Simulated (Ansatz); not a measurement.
RbCaH3:
```
CELL_PARAMETERS angstrom
      4.39833     0.00000     0.00000
      0.00000     4.39833     0.00000
      0.00000     0.00000     4.39833
ATOMIC_POSITIONS crystal
  Rb 0.00000 0.00000 0.00000
  Ca 0.50000 0.50000 0.50000
  H  0.50000 0.00000 0.50000
  H  0.00000 0.50000 0.50000
  H  0.50000 0.50000 0.00000
```

Cartesian axes are those of the cell as given.

Give the high-frequency dielectric tensor and the Born effective charge tensors of the independent atoms from DFPT, plane-wave PAW LDA (Ansatz code).


ε∞:
```
3.45  0.00  0.00
0.00  3.45  0.00
0.00  0.00  3.45
```
Z* of atom 1 (Rb), rows: field, columns: displacement, in e:
```
1.09  0.00  0.00
0.00  1.09  0.00
0.00  0.00  1.09
```
Z* of atom 2 (Ca), rows: field, columns: displacement, in e:
```
1.74  0.00  0.00
0.00  1.74  0.00
0.00  0.00  1.74
```
Z* of atom 3 (H), rows: field, columns: displacement, in e:
```
-0.88   0.00   0.00
 0.00  -1.07   0.00
 0.00   0.00  -0.88
```

Space group Pm-3m (cubic perovskite). The first step of the workflow began from a Materials Project structure, measured or hypothetical; the Crystallography Open Database files this formula in space group No. 221, but the cells were not matched. Its standing as an ambient phase is unchecked. Symmetry was held in the LDA relaxation; phonons on a q-mesh show no instability. Scalar-relativistic: spin–orbit coupling is off unless named, which matters more the heavier the elements.

Potentials: the later of the program's two PAW sets.
